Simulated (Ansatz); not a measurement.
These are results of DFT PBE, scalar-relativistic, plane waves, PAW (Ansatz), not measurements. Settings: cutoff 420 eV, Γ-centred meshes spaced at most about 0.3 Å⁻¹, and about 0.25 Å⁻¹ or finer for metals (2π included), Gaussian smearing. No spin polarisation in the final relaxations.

Temperature and zero-point effects are left out.

Two forms of In3SbAs2 were relaxed alike.

A. Space group P3m1 (No. 156), trigonal, a = 4.481 Å, c = 10.991 Å. Around In on its first site lie 3 As at 2.72 Å and 1 Sb at 2.87 Å; In on its second site has 4 As at 2.69–2.72 Å; In on its third site is surrounded by 1 As at 2.67 Å and 3 Sb at 2.80 Å; around Sb lie 4 In at 2.80–2.87 Å; around As on its first site lie 4 In at 2.69–2.72 Å; 1 more site not described.

B. Space group P6_3mc (No. 186), hexagonal, a = 4.472 Å, c = 22.062 Å. Around In on its first site lie 3 As at 2.72 Å and 1 Sb at 2.87 Å; around In on its second site lie 4 As at 2.70–2.72 Å; In on its third site is surrounded by 1 As at 2.68 Å and 3 Sb at 2.80 Å; Sb is surrounded by 4 In at 2.80–2.87 Å; As on its first site is surrounded by 4 In at 2.70–2.72 Å; 1 more site not described.

Question: Which is lower in energy, and by how much?

Answer: A is lower, by 10 meV/atom. A has Sb and As ordered on zinc blende sites, space group P3m1 (No. 156), 31.9 Å³/atom and no gap on its mesh; B has Sb and As ordered on wurtzite sites, space group P6_3mc (No. 186), 31.8 Å³/atom and no gap. Both come from invented guesses.

Spin–orbit coupling, which can matter for Sb, is left out. The zero gap of P3m1, P6_3mc may come from the functional, which often closes small gaps. With atoms moved at random, P3m1 came back. Other cells relaxed within their symmetry can be saddle points.
